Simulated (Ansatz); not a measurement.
# Sensitivity of the gradients in K₂PtC₆N₆ to the input

This input was run with Ansatz:

```yaml
crystal:
  lattice:
    - [7.392798872, 0.0, 0.0]
    - [-3.696399436, 6.4023516282, 0.0]
    - [0.0, 0.0, 6.6613]
  atoms:
    - { symbol: K, position: [0.3333333333, 0.6666666667, 0.5] }
    - { symbol: K, position: [0.6666666667, 0.3333333333, 0.5] }
    - { symbol: Pt, position: [0.0, 0.0, 0.0] }
    - { symbol: C, position: [0.2230062416, 0.2230062416, 0.1739738714] }
    - { symbol: C, position: [0.7769937584, 0.0, 0.1739738714] }
    - { symbol: C, position: [0.0, 0.7769937584, 0.1739738714] }
    - { symbol: C, position: [0.7769937584, 0.7769937584, 0.8260261286] }
    - { symbol: C, position: [0.0, 0.2230062416, 0.8260261286] }
    - { symbol: C, position: [0.2230062416, 0.0, 0.8260261286] }
    - { symbol: "N", position: [0.35132199, 0.35132199, 0.2750804217] }
    - { symbol: "N", position: [0.64867801, 0.0, 0.2750804217] }
    - { symbol: "N", position: [0.0, 0.64867801, 0.2750804217] }
    - { symbol: "N", position: [0.64867801, 0.64867801, 0.7249195783] }
    - { symbol: "N", position: [0.0, 0.35132199, 0.7249195783] }
    - { symbol: "N", position: [0.35132199, 0.0, 0.7249195783] }
kpoints:
  mp_grid: { grid: [5, 5, 5] }
scf:
  occupations: { method: fermi_dirac, width: 0.05 }
hamiltonian:
  xc: r2scan
  pseudopotentials: { kind: paw }
output:
  forces: true
  stress: true
  populations: true
  efg:
    quadrupole_moments_barn: { K: 0.0603, "N": 0.02044 }
    contact_densities: true
```

```sh
ansatz run input.yaml --threads 1 --pin off --max-ram 3072MiB --backend cpu --events-out ev --progress --plain --runs-dir out
```

It converged. Of its output the block on the nuclei alone is shown, without the SCF iterations, energies, forces and stress (one atom of each set):

```
--- PAW observables at the nuclei: V_zz in 10²¹ V/m², potentials from the cell's mean, atoms counted from 1 ---
  atom   1  K  V_zz =    +0.771536   η = 0.0000   by run symmetry: allowed   C_q = +1.1249 MHz
            electrostatic potential = -2061.341720 V   contact ρ = 34722.704786 e/Å³
  atom   3  Pt V_zz =    -0.354017   η = 0.0000   by run symmetry: allowed
            electrostatic potential = -16099.494274 V   contact ρ = 12079330.086408 e/Å³
  atom   4  C  V_zz =    -4.323388   η = 0.0673   by run symmetry: allowed
            electrostatic potential = -407.876389 V   contact ρ = 868.306351 e/Å³
  atom  10  N  V_zz =    -7.450845   η = 0.0048   by run symmetry: allowed   C_q = -3.6825 MHz
            electrostatic potential = -507.952621 V   contact ρ = 1414.902312 e/Å³
```

(1) Can these gradients be trusted, and how do they compare with a run on standard settings?

## Answers

(1) As results of these settings, within the limits told below. Against the standard input the change is `hamiltonian.xc`: pbe → r2scan. A site carries the number of its first atom; V_zz in 10²¹ V/m².

```csv
site,V_zz standard,η standard,V_zz here,η here
K,0.75,0.00,0.77,0.00
Pt,-0.48,0.00,-0.35,0.00
C,-3.97,0.08,-4.32,0.07
N,-7.23,0.00,-7.45,0.00
```

The largest change of V_zz is on C, from -3.97 to -4.32. In per cent, |V_zz| changes by +2 on K, +9 on C, +3 on N (all sites that start above 0.5). The cutoff that the program takes moves with it, from 420 to 500 eV. At these positions, which the reference run relaxed to, the changed run has forces up to 0.9 eV/Å, so its atoms aren't at their own equilibrium.

On the reference run: Spin–orbit coupling is left out, which shifts gradients on Pt by a few per cent, and by more where contributions nearly cancel. The database entry as given showed forces above 3 eV/Å or a pressure above 30 GPa, though relaxing it moves no atom far.
